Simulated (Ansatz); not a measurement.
The cell is COD entry 9008636, as deposited and not checked against the literature; nothing was relaxed. It differs from other determinations.

A run of Ansatz 0.2.0 printed the following.

```
Fe: projections on atomic orbitals take those of the free atom 1s2 2s2 2p6 3s2 3p6 3d6 4s2, of charge +0.00 (hamiltonian.pseudopotentials.projection_atoms)
O: projections on atomic orbitals take those of the free atom 1s2 2s2 2p4, of charge +0.00 (hamiltonian.pseudopotentials.projection_atoms)
LAPW: plane waves up to 9.575 Å⁻¹, error target 1.0e-3 eV per atom; small_component_spin mean_spin; O in spheres of 0.981 Å, 8 of its electrons in bands, Dirac shells []; Fe in spheres of 1.174 Å, 16 of its electrons in bands, Dirac shells []
Engine: ansatz 0.2.0
Pseudopotentials: kind: all_electron
Pseudopotential: Fe, LAPW, valence charge 16, Koelling and Harmon's equation, gaussian nucleus
Pseudopotential: O, LAPW, valence charge 8, Koelling and Harmon's equation, gaussian nucleus
Functional definition: PBE
  parameter kappa = 0.804
  parameter beta = 0.06672455060314922
  exchange = pbe_x(kappa = kappa, mu = beta*pi^2/3)
  correlation = pbe_c(beta = beta)
Crystal: 2 atoms, lattice volume = 20.027 Å³
Basis set: ecut = 349.33656391576795 eV, 307 PW (Γ), exchange–correlation at level 2
Bands: 18, of which v1, the nominal top of the filled ones, is band 12 counted from 1 (11 counted from 0)
Symmetry: 48 space group operations
Space group: Fm-3m (ITA 225), of the structure as read, at distance tolerance 2.7e-5 Å
Magnetic group: BNS 225.116 (UNI 1618), of the structure as read, at distance tolerance 2.7e-5 Å
k-points: 120 of 3375
Non-local potential: Fe, projectors of the file, none
Non-local potential: O, projectors of the file, none
Initial density: superposition of atomic densities (chi_scale 0.1, normalization cell, long waves kept (reshape's long-wave potential 0.00 eV rms))
Starting moments: Σ|m| = 3 μB on 1 of 2 sites
Initial wavefunctions: plane waves of lowest kinetic energy (no species holds an atomic orbital)
Functional: x = pbe(κ = 0.804, μ = 0.2195149727645171), c = pbe(β = 0.06672455060314922)
iter 1 solved again at ethr=7.69e-3 eV; its pass at ethr=1.00e-1 eV (dr2=1.84e0 eV) is discarded
SCF iter   1: F=—  HF=-36682.794283 eV  |F-HF|=—  |Δ(HF+E_count)|=         —  Δρ=6.46e-2 (↑5.59e-2 ↓6.46e-2)  dr2=1.84e0  dr2_m=2.95e-1  M=4.008 μB ∫|m|=4.008 μB  β_m=0.30  ethr=7.69e-3  ⟨swp⟩=2.0  Hψ=28096  notcnv=0
Mixer restart at iter 1: flushing history
preconditioner: auto → none  [metal: Δε(μ)=0.009 eV  Ē_g=14.112 eV  σ=0.030 eV  W_gap=0.07  n_scr=8 (ndim 8)  ℏωp=31.0 eV  f_vac=0.000  D(μ)=1.29/eV (n_scr^D=14)  sad-step TF]
SCF iter   2: F=—  HF=-36681.812033 eV  |F-HF|=—  |Δ(HF+E_count)|=   9.82e-1  Δρ=3.42e-2 (↑3.42e-2 ↓3.36e-2)  dr2=4.29e-1  dr2_m=1.30e-1  M=4.001 μB ∫|m|=4.002 μB  β_m=0.47  ethr=7.68e-3  ⟨swp⟩=2.0  Hψ=12720  notcnv=0
SCF iter   3: F=—  HF=-36681.761126 eV  |F-HF|=—  |Δ(HF+E_count)|=   5.09e-2  Δρ=1.88e-2 (↑1.73e-2 ↓1.88e-2)  dr2=2.44e-1  dr2_m=1.55e-2  M=4.003 μB ∫|m|=4.008 μB  β_m=0.49  ethr=1.79e-3  ⟨swp⟩=2.0  Hψ=12960  notcnv=0
iter 4 solved again at ethr=1.08e-5 eV; its pass at ethr=1.02e-3 eV (dr2=2.60e-3 eV) is discarded
SCF iter   4: F=—  HF=-36681.690084 eV  |F-HF|=—  |Δ(HF+E_count)|=         —  Δρ=3.82e-3 (↑3.82e-3 ↓3.67e-3)  dr2=2.60e-3  dr2_m=1.57e-3  M=4.000 μB ∫|m|=4.009 μB  β_m=0.49  ethr=1.08e-5  ⟨swp⟩=2.0  Hψ=21135  notcnv=0
Mixer restart at iter 4: flushing history
the basis was enlarged: its passes take 1.1 MiB over the memory plan, 2 of 2 planned eigensolver slots
SCF iter   5: F=—  HF=-36681.692898 eV  |F-HF|=—  |Δ(HF+E_count)|=   2.81e-3  Δρ=3.16e-3 (↑3.16e-3 ↓1.40e-3)  dr2=5.04e-3  dr2_m=2.41e-4  M=4.001 μB ∫|m|=4.011 μB  β_m=0.47  ethr=1.08e-5  ⟨swp⟩=3.0  Hψ=14057  notcnv=0
SCF iter   6: F=—  HF=-36681.690586 eV  |F-HF|=—  |Δ(HF+E_count)|=   2.31e-3  Δρ=1.41e-3 (↑1.41e-3 ↓1.18e-3)  dr2=2.41e-4  dr2_m=2.27e-4  M=4.000 μB ∫|m|=4.011 μB  β_m=0.58  ethr=1.08e-5  ⟨swp⟩=2.5  Hψ=12244  notcnv=0
SCF iter   7: F=—  HF=-36681.691334 eV  |F-HF|=—  |Δ(HF+E_count)|=   7.48e-4  Δρ=3.62e-4 (↑3.62e-4 ↓3.14e-4)  dr2=8.50e-6  dr2_m=1.83e-5  M=4.000 μB ∫|m|=4.012 μB  β_m=0.78  ethr=1.01e-6  ⟨swp⟩=2.6  Hψ=12314  notcnv=0
SCF iter   8: F=—  HF=-36681.691381 eV  |F-HF|=—  |Δ(HF+E_count)|=   4.75e-5  Δρ=8.29e-5 (↑2.11e-5 ↓8.29e-5)  dr2=6.49e-7  dr2_m=4.23e-7  M=4.000 μB ∫|m|=4.013 μB  β_m=0.65  ethr=3.54e-8  ⟨swp⟩=3.0  Hψ=12934  notcnv=0
SCF iter   9: F=—  HF=-36681.691380 eV  |F-HF|=—  |Δ(HF+E_count)|=   1.45e-6  Δρ=1.05e-5 (↑1.05e-5 ↓9.70e-6)  dr2=6.64e-8  dr2_m=2.11e-9  M=4.000 μB ∫|m|=4.013 μB  β_m=0.70  ethr=2.70e-9  ⟨swp⟩=3.0  Hψ=12698  notcnv=0
SCF iter  10: F=—  HF=-36681.691380 eV  |F-HF|=—  |Δ(HF+E_count)|=   6.16e-8  Δρ=3.57e-6 (↑2.66e-6 ↓3.57e-6)  dr2=5.89e-9  dr2_m=2.69e-10  M=4.000 μB ∫|m|=4.013 μB  β_m=0.85  ethr=2.77e-10  ⟨swp⟩=2.1  Hψ=11651  notcnv=0
SCF iter  11: F=-36681.691380 eV  HF=-36681.691380 eV  |F-HF|=8.00e-11  |Δ(HF+E_count)|=   9.60e-9  Δρ=4.09e-7 (↑2.45e-7 ↓4.09e-7)  dr2=5.19e-11  dr2_m=8.81e-12  M=4.000 μB ∫|m|=4.013 μB  ethr=2.46e-11  ⟨swp⟩=2.6  Hψ=11910  notcnv=0
SCF 1 converged in 11 iterations: F = -36681.691380 eV  dr2 = 5.19e-11
NSCF: frozen V_eff on 57 k-points
SCF converged after 11 iterations
Magnetization: 4.0002 μB (14.0001 up, 9.9999 down)
Absolute magnetization: 4.0127 μB (∫|ρ↑−ρ↓|)
Spin contamination: 0.0111 ħ² per cell (⟨S²⟩ above its minimum at these occupations)
Per-site moments (μB) at R_I (Å): [(3.623988046638832, 1.1744222656121064), (0.32070453650790665, 0.9809777022699308)]
Free energy (F): -36681.691380 eV
Harris-Foulkes:  -36681.691380 eV  (|F-HF|=8.00e-11)
Internal energy: -36681.687762 eV  (E = F + TS)
E sigma→0 (E₀):  -36681.689571 eV
Entropy (-TS):   -0.003618 eV (-1.809 meV/atom)
Fermi energy:    14.721935 eV
--- Per-component energies (eV) ---
  E_band       = -1249.345291
  E_kinetic    = 37155.165657
  E_xc         = -1756.447104
  E_electrostatic = -72080.406314  (all electrons and nuclei)
  E_smearing   = -0.003618  (= −TS)
  E_closure    = 0.000000  (closes the sum)
  E_atoms      = -36665.908118  (free atoms, spherical and without spin; not in F)
  Σ components = -36681.691380   (vs F -36681.691380, Δ=0.00e0)
  Basis errors (estimates in eV, not in F): energy 3.8e-4 per atom: plane waves 3.4e-4 (1.8e-4 summed), levels above the bands 6.8e-212, relativity 4.4e-8, radial functions 4.3e-5, core shells 2.3e-8; eigenvalues (radial functions only) 5.4e-5; not estimated: angular momenta, meshes, grids; target (lapw.basis_error) 1.0e-3; muffin-tin radii O 0.981 Å, Fe 1.174 Å
--- Forces (eV/Å), atoms counted from 1 ---
  atom   1  Fe    -0.00000000     0.00000000     0.00000000
  atom   2  O      0.00000000    -0.00000000     0.00000000
  max |Σ_I F_I| component: 8.15e-30 eV/Å
--- Stress (GPa, compression-positive) ---
       -0.372153      -0.000000       0.000000
       -0.000000      -0.372153      -0.000000
        0.000000      -0.000000      -0.372153
  P = ⅓ Tr σ = -0.3722 GPa (-3.722 kbar)
--- Band table (eV; the first three rows and the last of 240) ---
  k-point 0 ↑: bands = ["-492.5432", "-75.1762", "-41.2072", "-41.2072", "-41.2072", "-6.0604", "10.8482", "10.8482", "10.8482", "10.8539", "10.8539", "10.8539", "11.0398", "11.0398", "14.7324", "29.9433", "31.6665", "31.6665"]
  k-point 1 ↑: bands = ["-492.5432", "-75.1760", "-41.2095", "-41.2075", "-41.2075", "-6.0160", "10.2468", "10.2937", "10.2937", "10.9066", "10.9066", "11.1532", "11.5944", "11.5944", "15.0654", "29.1224", "31.5352", "31.5352"]
  k-point 2 ↑: bands = ["-492.5432", "-75.1754", "-41.2160", "-41.2084", "-41.2084", "-5.8881", "9.3889", "9.7108", "9.7108", "10.9986", "10.9986", "11.3238", "12.2368", "12.2368", "15.8438", "27.6813", "31.0189", "31.0189"]
  k-point 119 ↓: bands = ["-492.2683", "-71.0021", "-37.1780", "-37.1754", "-37.1586", "-4.2381", "8.4728", "8.5584", "9.2298", "14.5489", "14.8039", "15.4740", "15.8553", "16.5960", "23.4231", "24.3520", "24.3932", "27.6119"]
--- Löwdin populations: 2 sites ---
  site symbol       q [e]    m [muB]
     0     Fe     24.8440     3.6291
     1      O      9.0246     0.3774
  spilling = 0.003865 (of n_electrons = 34.000000)
```

The cell and starting positions:

```
CELL_PARAMETERS angstrom
0.00000 2.15540 2.15540
2.15540 0.00000 2.15540
2.15540 2.15540 0.00000
ATOMIC_POSITIONS crystal
Fe 0.00000 0.00000 0.00000
O 0.50000 0.50000 0.50000
```

Parts of the input that the log doesn't repeat:

```yaml
  band_path:
    path:
      - [0.0, 0.0, 0.0]
      - [0.5, 0.0, 0.5]
      - [0.625, 0.25, 0.625]
      - [0.375, 0.375, 0.75]
      - [0.0, 0.0, 0.0]
      - [0.5, 0.5, 0.5]
      - [0.5, 0.25, 0.75]
      - [0.5, 0.0, 0.5]
    npoints: 8
output:
  forces: true
  stress: true
  eigenvalues: true
  fatbands: true
  populations: true
  dos: { projected: true, de: 0.2, e_range: [-14, 8] }
```

Question: Write the input that produced this log.

Answer: 
```yaml
crystal:
  lattice:
    - [0.0, 2.1554, 2.1554]
    - [2.1554, 0.0, 2.1554]
    - [2.1554, 2.1554, 0.0]
  atoms:
    - { symbol: Fe, position: [0.0, 0.0, 0.0], spin: 3.0 }
    - { symbol: O, position: [0.5, 0.5, 0.5] }
magnetization:
  spin_polarized: true
kpoints:
  mp_grid: { grid: [15, 15, 15] }
  band_path:
    path:
      - [0.0, 0.0, 0.0]
      - [0.5, 0.0, 0.5]
      - [0.625, 0.25, 0.625]
      - [0.375, 0.375, 0.75]
      - [0.0, 0.0, 0.0]
      - [0.5, 0.5, 0.5]
      - [0.5, 0.25, 0.75]
      - [0.5, 0.0, 0.5]
    npoints: 8
scf:
  occupations: { method: fermi_dirac, width: 0.03 }
hamiltonian:
  xc: pbe
  pseudopotentials: { kind: all_electron, lapw: { basis_error: 0.001 } }
output:
  forces: true
  stress: true
  eigenvalues: true
  fatbands: true
  populations: true
  dos: { projected: true, de: 0.2, e_range: [-14, 8] }
```
This is the input that was run; digits and keys that the log doesn't show could differ in an equivalent one.
